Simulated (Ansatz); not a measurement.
Input, command and steps of an Ansatz relaxation.

```yaml
crystal:
  lattice:
    - [4.3204396054, 0.0, 0.0]
    - [-2.1602198027, 3.7416104538, 0.0]
    - [0.0, 0.0, 2.7168672093]
  atoms:
    - { symbol: Li, position: [0.3333333333, 0.6666666667, 0.5] }
    - { symbol: Li, position: [0.6666666667, 0.3333333333, 0.5] }
    - { symbol: Pd, position: [0.0, 0.0, 0.0] }
basis:
  ecutwfc: 500
kpoints:
  mp_grid: { grid: [12, 12, 16] }
hamiltonian:
  xc: r2scan
scf:
  occupations: { method: gaussian, width: 0.1 }
output:
  forces: true
  stress: true
  eigenvalues: true
relax:
  adjacent_minimum: "off"
  f_tol: 0.01
  max_steps: 30
  cell: { stress_tol: 0.1, fix: [volume] }
```

```bash
ansatz run input.yaml --threads 1 --pin off --max-ram 2560MiB --backend cpu --events-out ev --progress --plain --runs-dir out
```

Theory: DFT r2SCAN, scalar-relativistic, plane waves, PAW in Ansatz.

The volume is held at 1.06 times that of the relaxed cell.

Of 3 frames 3 are shown, positions in Å and forces in eV/Å; the SCF threshold varies from step to step. Steps run on the plane waves of an earlier cell, with a Pulay correction in the pressure. The basis is chosen afresh for the last frame, the zero of the energies, and at times for earlier ones too; energy and pressure step there, also at an unchanged geometry.

```xyz
3
Lattice="4.3204 0.0000 0.0000 -2.1602 3.7416 0.0000 0.0000 0.0000 2.7169" Properties=species:S:1:pos:R:3:forces:R:3 pbc="T T T" step=1 free_energy_over_end_meV_per_atom=0.11 pressure_GPa=-2.78
Li    0.0000    2.4944    1.3584    0.0000    0.0000    0.0000
Li    2.1602    1.2472    1.3584    0.0000    0.0000    0.0000
Pd    0.0000    0.0000    0.0000    0.0000    0.0000    0.0000
3
Lattice="4.3293 0.0000 0.0000 -2.1646 3.7493 0.0000 0.0000 0.0000 2.7058" Properties=species:S:1:pos:R:3:forces:R:3 pbc="T T T" step=2 free_energy_over_end_meV_per_atom=0.00 pressure_GPa=-2.68
Li    0.0000    2.4995    1.3529    0.0000    0.0000    0.0000
Li    2.1646    1.2498    1.3529    0.0000    0.0000    0.0000
Pd    0.0000    0.0000    0.0000    0.0000    0.0000    0.0000
3
Lattice="4.3293 0.0000 0.0000 -2.1646 3.7493 0.0000 0.0000 0.0000 2.7058" Properties=species:S:1:pos:R:3:forces:R:3 pbc="T T T" step=3 free_energy_over_end_meV_per_atom=0.00 pressure_GPa=-2.68
Li    0.0000    2.4995    1.3529    0.0000    0.0000    0.0000
Li    2.1646    1.2498    1.3529    0.0000    0.0000    0.0000
Pd    0.0000    0.0000    0.0000    0.0000    0.0000    0.0000
```

Time: 89 s on 1 thread of Intel(R) Xeon(R) Processor @ 2.50GHz (Skylake/Cascade Lake), on a shared host, peak memory 0.54 GiB.